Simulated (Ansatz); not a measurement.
GeS₂:
```cif
data_Ge2S4
_chemical_formula_sum 'Ge2 S4'
_space_group_name_H-M_alt 'P42/mnm'
_space_group_IT_number 136
_space_group_name_Hall '-P 4n 2n'
_cell_length_a 5.78283
_cell_length_b 5.78283
_cell_length_c 3.49552
_cell_angle_alpha 90.000
_cell_angle_beta 90.000
_cell_angle_gamma 90.000
loop_
_atom_site_label
_atom_site_type_symbol
_atom_site_symmetry_multiplicity
_atom_site_Wyckoff_symbol
_atom_site_fract_x
_atom_site_fract_y
_atom_site_fract_z
_atom_site_occupancy
Ge1 Ge 2 a 0.00000 0.00000 0.00000 1
S1 S 4 f 0.30817 0.30817 0.00000 1
```

Relaxed with PBEsol.

Task: Decompose the optical modes at the zone centre into irreducible representations, and say which are infrared and Raman allowed.

Result: Point group 4/mmm: Γ_opt = A1g + A2g + A2u + B1g + 2B1u + B2g + Eg + 3Eu. Infrared: A2u, Eu. Raman: A1g, B1g, B2g, Eg.

Task: Assign frequencies (DFPT, plane-wave PAW PBEsol (Ansatz code)).

Result: Eu 101i, B1g 77i, A2g 34, B1u 81, Eu 109, Eg 244, A2u 286, A1g 322, Eu 333, B1u 335, B2g 373 cm⁻¹.

Subscripts of B labels follow the axes of the standard setting.

Space group P4_2/mnm (rutile). A made-up cell: these elements were put on the sites of a structure type; neither database checked (COD, Materials Project) lists it. COD files the formula under space group No. 14, 43, 82, 122, 217, so this cell is another polymorph or a model. Whether it is the stable phase at ambient conditions was not checked. The cell was relaxed with PBEsol under the symmetry of its start. At this level the phase is dynamically unstable (imaginary phonons). A small band overlap can be real or an error of a semilocal functional. As this level gives no gap, phonon frequencies hold no LO–TO term and depend on the k-mesh and smearing (Fermi–Dirac, 0.1 eV here).

Potentials: the later of the program's two PAW sets.
